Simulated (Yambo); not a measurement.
G0W0@LDA for MgS (zinc blende, space group F-43m, No. 216) in Yambo. Reference settings: 4×4×4 Γ-centred k mesh, bands 5 to 100 and a 10 Ry block in the screening, 100 bands in G with the Bruneval-Gonze terminator, plasmon pole fitted at 27.2 eV. The LDA gap Γ → Γ on this mesh is 3.35 eV; G0W0 gaps are taken between the same points.

Gap (Γ → Γ) in eV against the number of bands and the screening block, terminator on:

| bands (W and G) | 2 Ry | 4 Ry | 6 Ry | 8 Ry | 10 Ry |
|---|---|---|---|---|---|
| 19 | 5.072 | 5.196 | 5.215 | 5.227 | 5.227 |
| 34 | 4.990 | 5.197 | 5.231 | 5.259 | 5.264 |
| 54 | 4.966 | 5.206 | 5.253 | 5.291 | 5.301 |
| 77 | 4.962 | 5.212 | 5.267 | 5.315 | 5.328 |
| 100 | 4.962 | 5.216 | 5.275 | 5.330 | 5.346 |

Rough cost of the Yambo step against the reference (shared machines):

```json
[
 {"bands (W and G)": "19", "2 Ry": "1/5", "4 Ry": "1/5", "6 Ry": "1/5", "8 Ry": "1/3", "10 Ry": "1/3"},
 {"bands (W and G)": "34", "2 Ry": "1/3", "4 Ry": "1/4", "6 Ry": "1/3", "8 Ry": "1/2", "10 Ry": "1/2"},
 {"bands (W and G)": "54", "2 Ry": "1/2", "4 Ry": "~1", "6 Ry": "~1", "8 Ry": "~1", "10 Ry": "~1"},
 {"bands (W and G)": "77", "2 Ry": "1/2", "4 Ry": "~1", "6 Ry": "~1", "8 Ry": "~1", "10 Ry": "~1"},
 {"bands (W and G)": "100", "2 Ry": "~1", "4 Ry": "~1", "6 Ry": "~1", "8 Ry": "~1", "10 Ry": "1"}
]
```

At the largest block the last step in bands moves the gap by 0.018 eV; at the most bands the last step in the block moves it by 0.016 eV.

Geometry relaxed with LDA; primitive cell a = 3.9571 Å, b = 3.9571 Å, c = 3.9571 Å, α = 60.00°, β = 60.00°, γ = 60.00°.

This is not the ordinary phase of the substance; no match was found in the copy of COD used, and its stability was not checked.
